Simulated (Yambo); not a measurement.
Input:

```
CaCd2P2
1.0
    4.29231     0.00000     0.00000
   -2.14616     3.71725     0.00000
    0.00000     0.00000     7.05545
P Ca Cd
2 1 2
Direct
  0.66667   0.33333   0.75947
  0.33333   0.66667   0.24053
  0.00000   0.00000   0.00000
  0.33333   0.66667   0.63811
  0.66667   0.33333   0.36189
```

Workflow: norm-conserving PBEsol (Quantum ESPRESSO, 102 Ry, no spin-orbit coupling), then G0W0 in Yambo (3×3×2 Γ-centred k mesh, bands 10 to 217 and a 8 Ry block in the screening, 217 bands in G with the Bruneval-Gonze terminator, plasmon pole fitted at 27.2 eV).

Question: Give the PBEsol and G0W0 gaps between the band edges found on this mesh, and say where the edges lie.

Answer: Edges: Γ → Γ. PBEsol: 0.75 eV; G0W0: 1.45 eV. Nearest settings tried, and what they do to the gap: 142 bands in G: -3 meV; 142 bands in W, 142 bands in G: +5 meV; 7 Ry block (251 vectors against 313): -5 meV; 3×3×1 mesh: -85 meV. So the settings aren't converged at that level. The k mesh is coarse. Spin-orbit splittings are left out.

Geometry of the Materials Project entry, not relaxed at this level.
